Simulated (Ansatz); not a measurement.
SnS2:
```yaml
crystal:
  lattice:
    - [3.63126, 0.00000, 0.00000]
    - [-1.81563, 3.14476, 0.00000]
    - [0.00000, 0.00000, 11.42184]
  atoms:
    - { symbol: Sn, position: [0.33333, 0.66667, 0.62511] }
    - { symbol: Sn, position: [0.66667, 0.33333, 0.12511] }
    - { symbol: S, position: [0.66667, 0.33333, 0.75344] }
    - { symbol: S, position: [0.33333, 0.66667, 0.25344] }
    - { symbol: S, position: [0.00000, 0.00000, 0.99645] }
    - { symbol: S, position: [0.00000, 0.00000, 0.49645] }
```

Relaxed with LDA. Special points in fractions of this cell's reciprocal vectors: Γ (0.000, 0.000, 0.000); M (0.500, 0.000, 0.000); K (0.333, 0.333, 0.000); A (0.000, 0.000, 0.500); L (0.500, 0.000, 0.500); H (0.333, 0.333, 0.500).

Problem. List the band energies nearest the valence-band maximum at these points for LDA in the plane-wave PAW code Ansatz.

Solution. In eV from the valence-band maximum; about four levels below and three above (degenerate sets whole), none deeper than 8.9 eV; points with the same levels are listed once.

```csv
k,below,above
Γ,-0.56 -0.56 -0.36 -0.36 -0.01,1.58 2.96 3.24
M,-1.15 -0.91 -0.49 -0.41,0.83 1.36 4.06
K,-1.79 -1.22 -1.22 -0.41,2.40 2.40 4.97
A,-0.45 -0.45 -0.45 -0.45,2.44 2.44 3.33 3.33
L,-1.11 -1.11 -0.65 -0.65,1.30 1.30 4.15 4.15
H,-1.08 -1.08 -1.07 -1.07,2.19 2.19 5.71 5.71
```

Space group P6_3mc. The first step of the workflow began from a Materials Project structure, measured or hypothetical; the Crystallography Open Database copy checked does not list it. It is not the phase usual at ambient conditions (space group No. 164). The LDA relaxation kept the symmetry of its start; its stability against distortions is not shown here. A crystal of weakly bound layers computed without a dispersion correction: the cell and the soft elastic constants depend strongly on that. Spin–orbit coupling is left out wherever it is not named.

Potentials: the later of the program's two PAW sets.
